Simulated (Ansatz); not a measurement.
The relaxed structure here is a generated cell of P: the first start was made by placing the elements on the sites of a structure type, and the end was not matched to a known phase here, so it may be hypothetical. Known forms of P include space group No. 64.

A relaxed cell of P (P6₃/mmc (No. 194)), relaxed on a k-mesh at least as fine as the one used below. Calculation: PBEsol (plane waves to 420 eV, PAW, scalar-relativistic; Ansatz, a quantum-chemistry and plane-wave program). Γ-centred k-mesh 11×11×6 on the run's cell (coarser than for final values), Fermi–Dirac smearing 0.05 eV.

```yaml
crystal:
  lattice:
    - [3.30162, 0.00000, 0.00000]
    - [-1.65081, 2.85929, 0.00000]
    - [0.00000, 0.00000, 6.17394]
  atoms:
    - { symbol: P, position: [0.00000, 0.00000, 0.50000] }
    - { symbol: P, position: [0.00000, 0.00000, 0.00000] }
    - { symbol: P, position: [0.66667, 0.33333, 0.75000] }
    - { symbol: P, position: [0.33333, 0.66667, 0.25000] }
```

The atoms are displaced along an unstable phonon of this cell by (Å):

```tsv
atom	ux	uy	uz
P1	0.000	0.000	0.150
P2	0.000	0.000	0.150
P3	0.000	0.000	-0.150
P4	0.000	0.000	-0.150
```

**Question.** What forces (eV/Å) and pressure result?

**Answer.** 
```json
[
 {"atom": "P1", "Fx": "0.00", "Fy": "0.00", "Fz": "-0.21"},
 {"atom": "P2", "Fx": "0.00", "Fy": "0.00", "Fz": "-0.21"},
 {"atom": "P3", "Fx": "0.00", "Fy": "0.00", "Fz": "0.21"},
 {"atom": "P4", "Fx": "0.00", "Fy": "0.00", "Fz": "0.21"}
]
```

Pressure +7.4 GPa.

The undisplaced cell is probably no minimum: from this displacement the run went on to P6₃mc (No. 186), 0.15 eV/atom below it.

No spin polarisation in the result.
